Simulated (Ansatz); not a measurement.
An Ansatz input:

```yaml
crystal:
  lattice:
    - [-1.3422529285, 1.6334743164, 1.197225437]
    - [1.6334743164, -1.3422529285, 1.197225437]
    - [2.7290088972, 2.7290088972, -0.6638529317]
  atoms:
    - { symbol: Co, position: [0.0416562953, 0.9583437047, 1.0], spin: 1.557, spin_axis: [0, 0, 1] }
    - { symbol: Co, position: [0.7083437047, 0.2916562953, 0.5], spin: 1.557, spin_axis: [0, 0, 1] }
hamiltonian:
  xc: lda
  pseudopotentials:
    kind: paw_fr
    azcp:
      Co: "pseudopotentials/Co.paw.azcp"
basis:
  ecutwfc: 420
  fft_grid_basis: typed
kpoints:
  mp_grid: { grid: [15, 15, 8], shift: [0, 0, 0] }
magnetization:
  noncollinear: true
  spin_orbit: true
scf:
  occupations: { method: fermi_dirac, width: 0.05 }
```

Terminal output

```
Warning: the record states the generating functional pbe (its physics header spells it `PBE`), which answers neither for hamiltonian.xc's functional nor for the lda family's — results may be inconsistent (PPs are generated against a specific XC)
Engine: ansatz 0.2.0, aarch64-unknown-linux-gnu
Pseudopotentials: kind: paw_fr
Pseudopotential: Co, paw_fr, valence charge 17, recommended cutoff 420 eV (normal) 
Functional definition: SPW92
  exchange = slater_x
  correlation = pw_c
Crystal: 2 atoms, lattice volume = 20.020 Å³
Basis set: ecut = 420 eV, 391 PW (Γ)
Bands: 42, of which v1, the nominal top of the filled ones, is band 34 counted from 1 (33 counted from 0)
Symmetry: 2 space group operations + 2 with time reversal
Magnetic group: BNS 15.89 (UNI 96), of the structure as read, at distance tolerance 2.7e-5 Å
k-points: 488 of 1800 (time reversal used)
Projection manifold: j_resolved (fully-relativistic pseudo-atomic orbitals)
Non-local potential: Co, projectors of the file, l = 0: 3, l = 1: 4, l = 2: 6, l = 3: 2
PAW form: soft (Blöchl's): semilocal exchange-correlation on the pseudo side does not see the compensation charge
PAW frozen core: Co, regenerated for the run's functional, and the local potential with it (the file was generated under x = pbe(κ = 0.804, μ = 0.2195149727645171), c = pbe(β = 0.06672455060314922))
PAW one-centre angular grid: Co, 590 points (default); XC on 64 Gauss nodes
Initial density: superposition of atomic densities (chi_scale 0.1, normalization cell)
Starting moments: Σ|m| = 3.114 μB on 2 of 2 sites
Initial wavefunctions: pseudopotential atomic-orbital guess
Functional: x = slater, c = lda
iter 1 solved again at ethr=1.99e-3 eV; its pass at ethr=3.10e-3 eV (dr2=6.76e-1 eV) is discarded
SCF iter   1: F=—  HF=-10126.070009 eV  |F-HF|=—  |Δ(HF+E_count)|=         —  Δρ=8.28e-2  dr2=7.00e-1  dr2_m=1.48e-1  ethr=1.99e-3  |M|=2.83e0 ∫|m|=2.89e0 μB  |m|>n=0.0e0 m-floor=0.0e0 τ_xc=3.8e-33  β_m=1.00  ⟨swp⟩=1.1  Hψ=126290  notcnv=0
SCF iter   2: F=—  HF=-10125.960175 eV  |F-HF|=—  |Δ(HF+E_count)|=   1.10e-1  Δρ=2.62e-2  dr2=8.01e-2  dr2_m=2.16e-2  ethr=1.99e-3  |M|=2.87e0 ∫|m|=3.01e0 μB  |m|>n=0.0e0 m-floor=0.0e0 τ_xc=2.9e-21  β_m=1.00  ⟨swp⟩=2.1  Hψ=33450  notcnv=0  defer=18
SCF iter   3: F=—  HF=-10125.944433 eV  |F-HF|=—  |Δ(HF+E_count)|=   1.57e-2  Δρ=1.06e-2  dr2=5.52e-3  dr2_m=5.12e-3  ethr=2.36e-4  |M|=2.91e0 ∫|m|=3.07e0 μB  |m|>n=0.0e0 m-floor=0.0e0 τ_xc=5.0e-21  β_m=1.00  ⟨swp⟩=2.7  Hψ=40388  notcnv=0  defer=381
SCF iter   4: F=—  HF=-10125.966905 eV  |F-HF|=—  |Δ(HF+E_count)|=   2.25e-2  Δρ=5.44e-3  dr2=1.83e-3  dr2_m=1.36e-3  ethr=1.62e-5  |M|=2.94e0 ∫|m|=3.10e0 μB  |m|>n=0.0e0 m-floor=0.0e0 τ_xc=6.5e-21  β_m=1.00  ⟨swp⟩=2.3  Hψ=40343  notcnv=0  defer=389
SCF iter   5: F=—  HF=-10125.987752 eV  |F-HF|=—  |Δ(HF+E_count)|=   2.08e-2  Δρ=4.34e-3  dr2=1.26e-3  dr2_m=8.66e-4  ethr=5.37e-6  |M|=2.96e0 ∫|m|=3.13e0 μB  |m|>n=0.0e0 m-floor=0.0e0 τ_xc=7.8e-21  β_m=1.00  ⟨swp⟩=2.0  Hψ=24542  notcnv=0  defer=389
SCF iter   6: F=—  HF=-10126.000148 eV  |F-HF|=—  |Δ(HF+E_count)|=   1.24e-2  Δρ=3.32e-3  dr2=4.05e-4  dr2_m=5.05e-4  ethr=3.71e-6  |M|=2.98e0 ∫|m|=3.15e0 μB  |m|>n=0.0e0 m-floor=0.0e0 τ_xc=8.3e-21  β_m=0.30  ⟨swp⟩=2.1  Hψ=35767  notcnv=0  defer=389
Mixer restart at iter 6: flushing history
spin-set hold released at iteration 6 (site moments contracting): the magnetisation degrees of freedom join the quasi-Newton model from the next iteration; the mixer history was flushed
SCF iter   7: F=—  HF=-10126.008665 eV  |F-HF|=—  |Δ(HF+E_count)|=   8.52e-3  Δρ=4.54e-3  dr2=8.05e-5  dr2_m=9.44e-4  ethr=1.19e-6  |M|=2.99e0 ∫|m|=3.16e0 μB  |m|>n=0.0e0 m-floor=0.0e0 τ_xc=8.8e-21  β_m=0.64  ⟨swp⟩=2.0  Hψ=36123  notcnv=0  defer=389
SCF iter   8: F=—  HF=-10126.018411 eV  |F-HF|=—  |Δ(HF+E_count)|=   9.75e-3  Δρ=4.33e-3  dr2=1.56e-3  dr2_m=8.60e-4  ethr=2.37e-7  |M|=3.03e0 ∫|m|=3.21e0 μB  |m|>n=0.0e0 m-floor=0.0e0 τ_xc=9.9e-21  β_m=0.71  ⟨swp⟩=3.0  Hψ=52071  notcnv=0  defer=389
SCF iter   9: F=—  HF=-10126.018920 eV  |F-HF|=—  |Δ(HF+E_count)|=   5.09e-4  Δρ=5.90e-3  dr2=3.62e-3  dr2_m=1.44e-4  ethr=2.37e-7  |M|=3.03e0 ∫|m|=3.22e0 μB  |m|>n=0.0e0 m-floor=0.0e0 τ_xc=1.0e-20  β_m=0.58  ⟨swp⟩=3.0  Hψ=48849  notcnv=0  defer=397
SCF iter  10: F=—  HF=-10126.018172 eV  |F-HF|=—  |Δ(HF+E_count)|=   7.48e-4  Δρ=2.61e-4  dr2=1.98e-7  dr2_m=3.13e-6  ethr=2.37e-7  |M|=3.03e0 ∫|m|=3.22e0 μB  |m|>n=0.0e0 m-floor=0.0e0 τ_xc=9.9e-21  β_m=0.79  ⟨swp⟩=2.7  Hψ=45270  notcnv=0  defer=399
SCF iter  11: F=—  HF=-10126.018173 eV  |F-HF|=—  |Δ(HF+E_count)|=   6.45e-7  Δρ=4.76e-5  dr2=2.28e-7  dr2_m=6.77e-8  ethr=2.94e-10  |M|=3.03e0 ∫|m|=3.22e0 μB  |m|>n=0.0e0 m-floor=0.0e0 τ_xc=9.8e-21  β_m=0.89  ⟨swp⟩=3.0  Hψ=55748  notcnv=0
SCF iter  12: F=-10126.018173 eV  HF=-10126.018173 eV  |F-HF|=1.18e-9  |Δ(HF+E_count)|=   6.20e-9  Δρ=5.01e-6  dr2=1.51e-9  dr2_m=2.09e-9  ethr=2.94e-10  |M|=3.03e0 ∫|m|=3.22e0 μB  |m|>n=0.0e0 m-floor=0.0e0 τ_xc=9.9e-21  ⟨swp⟩=1.3  Hψ=59530  notcnv=0
SCF 1 converged in 12 iterations: F = -10126.018173 eV  dr2 = 1.51e-9
SCF converged after 12 iterations
Magnetization: |M| = 3.0340 μB,  M = (+0.0002, +0.0002, +3.0340) μB
Absolute magnetization: 3.2224 μB (∫|m|, with the PAW one-centre terms)
  site 0: m = (+0.0001, +0.0001, +1.5606) μB, |m| = 1.5606 μB  (R = 0.99 Å)
  site 1: m = (+0.0001, +0.0001, +1.5606) μB, |m| = 1.5606 μB  (R = 0.99 Å)
Free energy (F): -10126.018173 eV
Harris-Foulkes:  -10126.018173 eV  (|F-HF|=1.18e-9)
Internal energy: -10126.004186 eV  (E = F + TS)
E sigma→0 (E₀):  -10126.011180 eV
Entropy (-TS):   -0.013987 eV (-6.993 meV/atom)
Fermi energy:    20.100198 eV
--- Per-component energies (eV) ---
  E_band       = -434.413694
  E_kinetic    = 912.821539
  E_local      = -5442.253838  (includes V_loc(G=0)·N_el)
  E_nonlocal   = 918.314265
  E_hartree    = 2283.572630
  E_xc         = -317.058966
  E_vxc        = -411.636231  (∫ρ·V_xc dr)
  E_paw        = -2905.500922  (= ΣΔE_a)
  E_vpaw       = -978.806830  (= ΣTr[D̂ρ^β])
  E_aug_tail   = 0.000066  (compensation charges beyond the density's cutoff)
  E_ewald      = -5576.739522
  E_core_change = 0.840561  (= ΣΔE_core)
  E_smearing   = -0.013987  (= −TS)
  E_closure    = 0.000000  (closes the sum)
  Σ components = -10126.018173   (vs F -10126.018173, Δ=0.00e0)
```

Launched by

```sh
ansatz run input.yaml --threads 2 --pin off --max-ram 5120MiB --backend cpu --events-out ev --progress --plain --runs-dir out
```

On 2 threads of Arm Neoverse V1 (shared host) this took about 97 s of wall time and 190 s of CPU time, with 0.92 GiB at the peak.
